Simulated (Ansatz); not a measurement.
PtS (NiAs type, space group No. 194), plane-wave PAW PBEsol (Ansatz code), all energies at zero smearing, with the estimated change up to a 700 eV cutoff added, with one set of potentials and settings (totals compare only within such a set). Cell of 4 atoms (2 Pt, 2 S): -26540.532 eV.

```tsv
element	reference phase	E (eV/atom)
Pt	Fm-3m, 1 atoms in the cell	-12385.3838
S	Fddd, 32 atoms in the cell	-884.8925
```

Formation energy per atom, worked out: (-26540.532 − 2×(-12385.3838) − 2×(-884.8925))/4 = 0.005 eV/atom (1 kJ per mol of atoms), at 0 K, without zero-point energy or fitted corrections.

Space group P6_3/mmc (NiAs type). The start of the workflow was typed in or built on a structure type; neither database checked (COD, Materials Project) lists it. COD files the formula under space group No. 131. Whether it is the stable phase at ambient conditions was not checked. The cell was relaxed with PBEsol under the symmetry of its start; its stability against distortions is not shown here. The run is not spin-polarised. The references are the lowest solids computed at this level, not always the standard phases. Scalar-relativistic: spin–orbit coupling is off unless named, which matters more the heavier the elements.

Potentials: the earlier of the program's two PAW sets. The files were generated under PBE; for other functionals the program regenerates the frozen cores, and for LDA and PBEsol the local potential too.
